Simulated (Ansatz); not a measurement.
WSe2 (2H-MoS2 type, space group P6_3/mmc)

```
WSe2
1.0
    3.27906     0.00000     0.00000
   -1.63953     2.83975     0.00000
    0.00000     0.00000    12.78607
W Se
2 4
Direct
  0.33333   0.66667   0.25000
  0.66667   0.33333   0.75000
  0.33333   0.66667   0.61827
  0.66667   0.33333   0.11827
  0.66667   0.33333   0.38173
  0.33333   0.66667   0.88173
```

In this cell atom 1 (W, nearest neighbour Se at 2.534 Å; its periodic images, 3.3 Å or more away, move with it) is moved by s towards the nearest neighbour, unit vector (0.647, -0.374, 0.665); all other atoms and the cell stay fixed.

Method: PBE-D3(BJ) (plane waves to 420 eV, PAW, scalar-relativistic; Ansatz, a first-principles code). k mesh 9×9×2 (Γ-centred), Fermi-Dirac smearing 0.05 eV. The energy includes the smearing's −TS. Compression counts positive. F∥ is the force on the atom along that direction. F⊥ is the part of the force across the line. Spin-orbit coupling is left out, though W is heavy. WSe2 is run without spin polarisation. WSe2 was relaxed with its symmetry unable to fall. The zero of ΔE is the undisplaced structure.

```json
[
 {"s (Å)": "-0.250", "ΔE (meV/cell)": "717", "P (GPa)": "2.08", "F∥ (eV/Å)": "5.743", "|F⊥| (eV/Å)": "1.481"},
 {"s (Å)": "-0.200", "ΔE (meV/cell)": "459", "P (GPa)": "1.34", "F∥ (eV/Å)": "4.590", "|F⊥| (eV/Å)": "1.142"},
 {"s (Å)": "-0.150", "ΔE (meV/cell)": "258", "P (GPa)": "0.76", "F∥ (eV/Å)": "3.439", "|F⊥| (eV/Å)": "0.828"},
 {"s (Å)": "-0.100", "ΔE (meV/cell)": "115", "P (GPa)": "0.34", "F∥ (eV/Å)": "2.293", "|F⊥| (eV/Å)": "0.536"},
 {"s (Å)": "-0.050", "ΔE (meV/cell)": "29", "P (GPa)": "0.09", "F∥ (eV/Å)": "1.148", "|F⊥| (eV/Å)": "0.261"},
 {"s (Å)": "0.000", "ΔE (meV/cell)": "0", "P (GPa)": "0.00", "F∥ (eV/Å)": "0.000", "|F⊥| (eV/Å)": "0.000"},
 {"s (Å)": "0.050", "ΔE (meV/cell)": "29", "P (GPa)": "0.09", "F∥ (eV/Å)": "-1.160", "|F⊥| (eV/Å)": "0.250"},
 {"s (Å)": "0.100", "ΔE (meV/cell)": "116", "P (GPa)": "0.35", "F∥ (eV/Å)": "-2.343", "|F⊥| (eV/Å)": "0.494"},
 {"s (Å)": "0.150", "ΔE (meV/cell)": "264", "P (GPa)": "0.80", "F∥ (eV/Å)": "-3.566", "|F⊥| (eV/Å)": "0.732"},
 {"s (Å)": "0.200", "ΔE (meV/cell)": "474", "P (GPa)": "1.44", "F∥ (eV/Å)": "-4.848", "|F⊥| (eV/Å)": "0.968"},
 {"s (Å)": "0.250", "ΔE (meV/cell)": "750", "P (GPa)": "2.28", "F∥ (eV/Å)": "-6.214", "|F⊥| (eV/Å)": "1.202"}
]
```

What the scan shows:

| Property | Value |
|---|---|
| Energy at s = 0.250 Å | 750 meV/cell |
| Force along the line at s = -0.250 Å | 5.74 eV/Å |
| Symmetry of the curve | not even: the positive side lies higher at ±0.250 Å |
| Shape of the curve | a single well with its minimum at or next to zero displacement |
| Force constant k = d²E/ds² at s = 0 (finite differences) | 23.0 eV/Å² |
| Harmonic estimate at the end of the scan | ½ks² = 720 meV/cell against the computed 750 meV/cell, so the well is close to harmonic there |

The 11 points together took about 110 core-seconds (a rough figure).

(For displaced atoms, the force is minus the slope of the energy, and its curvature is a force constant, which sets phonon frequencies.)
